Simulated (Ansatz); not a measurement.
This run works on a generated trial structure, not on a known crystal.

Input and command of a plane-wave DFT calculation in Ansatz:

```yaml
crystal:
  lattice:
    - [5.0899246259, 0.0, 0.0]
    - [0.0, 5.0899246259, 0.0]
    - [0.0, 0.0, 6.9938151359]
  atoms:
    - { symbol: Si, position: [0.0, 0.0, 0.9773433977] }
    - { symbol: Si, position: [0.5, 0.5, 0.5496133881] }
    - { symbol: Sn, position: [0.5, 0.0, 0.233975428] }
    - { symbol: Sn, position: [0.0, 0.5, 0.233975428] }
    - { symbol: Sn, position: [0.5, 0.0, 0.7856189375] }
    - { symbol: Sn, position: [0.0, 0.5, 0.7856189375] }
    - { symbol: Sn, position: [0.0, 0.0, 0.4929983833] }
basis:
  ecutwfc: 420
kpoints:
  mp_grid: { grid: [6, 6, 6] }
hamiltonian:
  xc: pbe
scf:
  occupations: { method: gaussian, width: 0.1 }
output:
  forces: true
  stress: true
  eigenvalues: true
relax:
  adjacent_minimum: "off"
  f_tol: 0.01
  max_steps: 80
  cell: { stress_tol: 0.05 }
```

```bash
ansatz run input.yaml --threads 1 --pin off --max-ram 2560MiB --backend cpu --events-out ev --progress --plain --runs-dir out
```

Processor: Intel(R) Xeon(R) Platinum 8259CL CPU @ 2.50GHz (Skylake/Cascade Lake), 1 thread, on a host shared with other jobs.

Task: Estimate time, memory and problem size.

Result: About 9.4 min, peak memory 0.61 GiB. It solves 47 bands at 40 k points (after reduction by symmetry) with about 3549 plane waves (on the last cell), in 119 SCF iterations over 18 ionic steps.
